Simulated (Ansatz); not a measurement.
GaBi (rock salt, space group No. 225) under volume change, PBEsol (plane waves, PAW; program Ansatz), scaled uniformly.

```csv
V (Å³/atom),E − E(relaxed) (meV/atom),P (GPa)
23.195,43.5,6.64
23.959,?,?
24.724,4.3,1.84
25.489,0.0,0.00
26.253,?,?
27.018,14.4,-2.86
27.783,30.8,-3.95
```

Q: Fill in the missing entries.

A: 
- 26.253, E − E(relaxed) (meV/atom): 3.8
- 26.253, P (GPa): -1.55
- 23.959, E − E(relaxed) (meV/atom): 18.2
- 23.959, P (GPa): 4.04

Q: What does a third-order Birch–Murnaghan fit give for V₀, B₀ and B′?

A: V₀ = 25.49 Å³/atom, B₀ = 56.3 GPa, B′ = 4.7.

Space group Fm-3m (rock salt). A made-up cell: these elements were put on the sites of a structure type; neither database checked (COD, Materials Project) lists it. Whether it is the stable phase at ambient conditions was not checked. Symmetry was held in the PBEsol relaxation; of distortions, only those at the zone centre were tested. Scalar-relativistic: spin–orbit coupling is off unless named, which matters more the heavier the elements.

Potentials: the later of the program's two PAW sets.
